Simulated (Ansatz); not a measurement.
CuPd:
```
CELL_PARAMETERS angstrom
      2.96164     0.00000     0.00000
      0.00000     2.96164     0.00000
      0.00000     0.00000     2.96164
ATOMIC_POSITIONS crystal
  Cu 0.00000 0.00000 0.00000
  Pd 0.50000 0.50000 0.50000
```

Relaxed with PBEsol. Special points in fractions of this cell's reciprocal vectors: Γ (0.000, 0.000, 0.000); X (0.000, 0.500, 0.000); M (0.500, 0.500, 0.000); R (0.500, 0.500, 0.500).

**Question.** List the band energies nearest the Fermi level at these points for DFT-PBEsol in the program Ansatz with PAW potentials.

**Answer.** In eV from the Fermi level; about four levels below and three above (degenerate sets whole), none deeper than 8.9 eV; … stands for higher levels left out; points with the same levels are listed once.

| k | below | above |
|---|---|---|
| Γ | -1.11 -1.11 -0.10 -0.10 -0.10 | … |
| X | -2.01 -2.01 -1.63 -1.03 -0.60 | 1.15 … |
| M | -1.29 -1.26 -1.03 -0.23 | 0.06 0.06 0.75 0.75 |
| R | -1.24 -1.24 -0.17 -0.17 | 6.47 … |

Space group Pm-3m (CsCl type). The workflow started from a Materials Project entry (that database holds measured and hypothetical structures alike); the Crystallography Open Database files this formula in space group No. 221, but the cells were not matched. Its standing as an ambient phase is unchecked. Symmetry was held in the PBEsol relaxation; of distortions, only those at the zone centre were tested. The run is not spin-polarised. Spin–orbit coupling is left out wherever it is not named.

Potentials: the later of the program's two PAW sets.
